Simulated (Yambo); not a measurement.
Yambo input for LiBr (wurtzite, space group P6_3mc, No. 186) (a = b = 4.135 Å, c = 6.615 Å, α = β = 90.00°, γ = 120.00°), on PBEsol (pw.x of Quantum ESPRESSO, ONCV potentials, scalar-relativistic) wavefunctions on a 9×9×4 mesh:

```
optics
chi
dipoles
kernel
FFTGvecs= 40 Ry
Chimod= "HARTREE"
NGsBlkXd= 4 Ry
% QpntsRXd
 1 | 1 |
%
% BndsRnXd
 3 | 67 |
%
GrFnTpXd= "R"
% EnRngeXd
 0.0 | 20.0 | eV
%
% DmRngeXd
 0.2 | 0.2 | eV
%
CGrdSpXd= 50
ETStpsXd= 161
% LongDrXd
 1.0 | 0.0 | 0.0 |
%
```

First lines of the file o-*.eps_q1_inv_rpa_dyson:

```
Absorption @ Q(1):   1.00000000     0.00000000     0.00000000    [q->0 direction]
#
# [ X ] Hartree size     :   99
# [GEN] GF Energies     : Perdew, Burke & Ernzerhof SOL(X)+Perdew, Burke & Ernzerhof SOL(C)
# [GEN] Green`s Function     : Retarded
#
# [GEN] Gauge     : Length
# [GEN] [r,Vnl] included     : yes
#
#    E[1] [eV]     Im(eps)     Re(eps)     Im(eps_o)     Re(eps_o)
#
     0.000000     -0.65688E-16     2.605206     0.17479E-18     3.140988
     0.125000     0.001033     2.605528     0.001473     3.141447
     0.250000     0.002070     2.606495     0.002951     3.142826
     0.375000     0.003113     2.608110     0.004439     3.145128
     0.500000     0.004167     2.610378     0.005940     3.148362
     0.625000     0.005234     2.613307     0.007462     3.152537
     0.750000     0.006319     2.616906     0.009007     3.157667
     0.875000     0.007425     2.621187     0.010583     3.163770
     1.000000     0.008557     2.626165     0.012194     3.170865
     1.125000     0.009718     2.631857     0.013847     3.178977
     1.250000     0.010914     2.638283     0.015549     3.188133
     1.375000     0.012149     2.645465     0.017306     3.198365
     1.500000     0.013429     2.653430     0.019126     3.209711
     1.625000     0.014761     2.662208     0.021017     3.222211
     1.750000     0.016151     2.671832     0.022990     3.235912
     1.875000     0.017606     2.682340     0.025053     3.250869
     2.000000     0.019136     2.693776     0.027220     3.267140
     2.125000     0.020749     2.706188     0.029502     3.284793
     2.250000     0.022457     2.719631     0.031915     3.303905
     2.375000     0.024273     2.734166     0.034476     3.324560
     2.500000     0.026210     2.749866     0.037204     3.346855
     2.625000     0.028287     2.766809     0.040122     3.370901
     2.750000     0.030523     2.785087     0.043257     3.396821
     2.875000     0.032942     2.804804     0.046639     3.424757
     3.000000     0.035573     2.826080     0.050307     3.454873
     3.125000     0.038451     2.849055     0.054306     3.487354
     3.250000     0.041620     2.873891     0.058691     3.522419
     3.375000     0.045134     2.900780     0.063531     3.560322
     3.500000     0.049063     2.929947     0.068913     3.601360
     3.625000     0.053497     2.961666     0.074950     3.645890
     3.750000     0.058558     2.996267     0.081792     3.694342
     3.875000     0.064414     3.034159     0.089641     3.747240
     4.000000     0.071308     3.075858     0.098787     3.805239
```
(The file goes on to the top of the energy range.) Convergence of the RPA response with its 9×9×4 mesh was not tested.

Spin-orbit coupling is not included.

Geometry relaxed with PBEsol.

This is not the ordinary phase of the substance; no match was found in the copy of COD used, and its stability was not checked.
